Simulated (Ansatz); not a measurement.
# One compound in many structure types

Candidates compared on computed values. Relaxing one composition in several structure types shows which are competitive, which pressure would favour, and how volume and gap change with structure.

The yardstick is CdTe, zinc blende. The reference is the lowest phase computed, which need not be the stable form in nature.

Computed with Ansatz, a plane-wave PAW program. energy: r²SCAN, total energy at 0 K with the change to a 700 eV cutoff added (comparable within one formula alone); volume per atom: r²SCAN, relaxed cell; gap: r²SCAN; bulk modulus: r²SCAN, equation-of-state fit.

Model: ΔE = E − E_ref; ΔV = V − V_ref; temperature scale ΔE/k_B = 11.605 K/meV × ΔE.

| crystal | E (eV/atom) | V (Å³/atom) | gap (eV) | B₀ (GPa) | ΔE (meV/atom) | ΔV (Å³/atom) | ΔE/k_B (K) |
|---|---|---|---|---|---|---|---|
| CdTe, zinc blende, reference | −7632.071 | 35.25 | 1.16 | 40.3 | 0.0 | 0.00 | 0 |
| CdTe, P6₄22 hP6 | −7631.975 | 31.44 | 0.60 | – | 96.0 | −3.81 | 1100 |
| CdTe, rock salt | −7631.904 | 28.14 | 0.00 | 53.2 | 167.0 | −7.11 | 1900 |
| CdTe, Cmcm oS8 | −7631.897 | 29.83 | 0.00 | – | 174.0 | −5.42 | 2000 |
| CdTe, WC type, P-6m2 | −7631.704 | 29.20 | 0.00 | 44.3 | 367.0 | −6.05 | 4300 |

Started from generated or typed cells, with no claim that the phase is known: CdTe, rock salt; CdTe, WC type, P-6m2. Runs started from generated or typed cells of the structure named: CdTe, zinc blende. No claim is made that these are known or stable phases: CdTe, P6₄22 hP6; CdTe, Cmcm oS8. Known as high-pressure phases, here at zero pressure: CdTe, rock salt. No gap (0.00) means none at this level, which can close a small real gap. Spin–orbit coupling is left out unless named; in separate runs it moves the gap by CdTe, zinc blende −0.26 eV (r²SCAN), CdTe, P6₄22 hP6 −0.10 eV (r²SCAN).

For CdTe, P6₄22 hP6, step by step:

1. ΔE = 1000 × (−7631.975 − (−7632.071)) = 96.0 meV/atom
2. ΔV = 31.44 − 35.25 = −3.81 Å³/atom
3. ΔE/k_B: 11.605 × 96.0 = 1100 K

By ΔE (lowest first): CdTe, zinc blende (0.0 ± 5.0), CdTe, P6₄22 hP6 (96.0 ± 5.0), CdTe, rock salt (167.0 ± 5.0) ≈ CdTe, Cmcm oS8 (174.0 ± 5.0), CdTe, WC type, P-6m2 (367.0 ± 5.0). The ± follows from allowances picked for this note (energy 0.004 eV/atom, 3 meV/atom on the figure itself), carried to first order and added in quadrature, each row's own inputs moving alone; ≈ joins neighbours closer than their two ± added in quadrature. At the edge of that rule, so that a last digit could turn the call: CdTe, rock salt and CdTe, Cmcm oS8.

Wanted are low ΔE and low volume per atom; no other row betters these on both counts: CdTe, zinc blende (0.0, 35.25); CdTe, P6₄22 hP6 (96.0, 31.44); CdTe, rock salt (167.0, 28.14). The reference is on the front.

Denser than the reference, so favoured by pressure; with fixed volumes the enthalpies cross at P ≈ 0.1602 ΔE/|ΔV|: CdTe, rock salt 0.1602 × 167.0/7.11 = 3.8 GPa, CdTe, P6₄22 hP6 0.1602 × 96.0/3.81 = 4.0 GPa, CdTe, Cmcm oS8 0.1602 × 174.0/5.42 = 5.1 GPa, CdTe, WC type, P-6m2 0.1602 × 367.0/6.05 = 9.7 GPa. Each is against the reference alone, so another phase may come first, and differences in compressibility move them.

Vibrational free energy is left out, and phases that were not computed could lie lower. Rows are a sample of the computed phases of this formula. Limits of the draw: a spread of over 30 meV/atom, none over 0.9 eV/atom above the reference, within 8 meV/atom of the lowest or within 3 meV/atom of a neighbour. As a rule kept out of such tables: 4f compounds, open-shell compounds run without a Hubbard term, cells found unstable in the tests at hand, cells close to a higher symmetry, and runs set to a pressure or over 12 % in volume from the crystal's fullest run. A dash marks a value that is not given here.
